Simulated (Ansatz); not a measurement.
BiTe:
```
CELL_PARAMETERS angstrom
      0.00000     3.23329     3.23329
      3.23329     0.00000     3.23329
      3.23329     3.23329     0.00000
ATOMIC_POSITIONS crystal
  Bi 0.00000 0.00000 0.00000
  Te 0.50000 0.50000 0.50000
```

Relaxed with r²SCAN. Special points in fractions of this cell's reciprocal vectors: Γ (0.000, 0.000, 0.000); X (0.500, 0.000, 0.500); U (0.625, 0.250, 0.625); K (0.375, 0.375, 0.750); L (0.500, 0.500, 0.500); W (0.500, 0.250, 0.750).

### Question
List the band energies nearest the Fermi level at these points for DFT-r²SCAN in the program Ansatz with PAW potentials.

### Answer
In eV from the Fermi level; about four levels below and three above (degenerate sets whole), none deeper than 8.9 eV; points with the same levels are listed once.

```json
[
 {"k": "Γ", "below": "-8.28 -2.80 -2.80 -2.80", "above": "2.25 2.25 2.25"},
 {"k": "X", "below": "-5.97 -4.30 -4.30", "above": "2.51 3.78 3.78"},
 {"k": "U", "below": "-5.59 -3.78 -3.64", "above": "2.05 2.15 4.13"},
 {"k": "L", "below": "-1.63 -0.69 -0.68 -0.68", "above": "7.83 8.23 8.73 8.73"},
 {"k": "W", "below": "-5.27 -5.27 -1.72 -0.24", "above": "4.19 4.19 5.49 5.49"}
]
```

Space group Fm-3m (rock salt). The workflow started from an entry of the Crystallography Open Database (COD), which files this formula under 2 space groups. Its standing as an ambient phase is unchecked. Symmetry was held in the r²SCAN relaxation; its stability against distortions is not shown here. With an odd number of electrons in the cell and no spin polarisation, the count alone makes it a metal. Spin–orbit coupling is left out wherever it is not named.

Potentials: the later of the program's two PAW sets.
